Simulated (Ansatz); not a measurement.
IrC (rock salt, space group No. 225) under volume change, the program Ansatz at the PBE level (PAW), scaled uniformly.

```csv
V (Å³/atom),E − E(relaxed) (meV/atom),P (GPa)
9.654,100.3,36.77
9.972,41.9,22.37
10.290,9.9,10.23
10.609,0.0,0.00
10.927,8.8,-8.64
11.245,33.5,-15.97
11.563,71.5,-22.16
```

What does a third-order Birch–Murnaghan fit give for V₀, B₀ and B′?

V₀ = 10.61 Å³/atom, B₀ = 313 GPa, B′ = 4.6.

Space group Fm-3m (rock salt). The start of the workflow was typed in or built on a structure type; neither database checked (COD, Materials Project) lists it. Whether it is the stable phase at ambient conditions was not checked. The PBE relaxation kept the symmetry of its start; whether a distortion lowers the energy is not shown. The run is not spin-polarised. Its formation energy is positive at this level, so the cell may be metastable or incomplete. Scalar-relativistic: spin–orbit coupling is off unless named, which matters more the heavier the elements.

Potentials: the earlier of the program's two PAW sets.
